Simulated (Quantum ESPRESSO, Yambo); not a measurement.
## Levels of theory for the gap of BN

BN (space group P6_3/mmc, No. 194): one geometry, one set of PBEsol (Quantum ESPRESSO, PseudoDojo norm-conserving, 84 Ry, without SOC) orbitals, self-energies from Yambo (6×6×2 Γ-centred k mesh, 95 bands and a 10 Ry block in the screening, 95 bands in G with the Bruneval-Gonze terminator, plasmon pole fitted at 27.2 eV).

Cell and atoms were relaxed with PBE+D3(BJ) from Materials Project entry mp-984, within its symmetry.

```csv
level,gap H → M (eV),direct gap at H (eV),rough Yambo cost
PBEsol (Quantum ESPRESSO),4.19,4.59,–
exchange only (Hartree-Fock self-energy on PBEsol orbitals),12.56,13.29,about 1/10 (12 states)
static COHSEX@PBEsol,6.67,7.15,about 1/2 (3 states)
"G0W0@PBEsol, plasmon pole",5.77,6.26,1 (12 states)
```

Bare exchange has no screening and gives the widest gap; static COHSEX screens it but leaves out the frequency dependence, which G0W0 restores.

Costs are rough ratios of core time on shared machines.

Nearest settings tried, and what they do to the gap: 60 bands in W, 60 bands in G: -7 meV; 8 Ry block (95 vectors against 151): -77 meV. Not varied: mesh. So the settings aren't converged at that level.
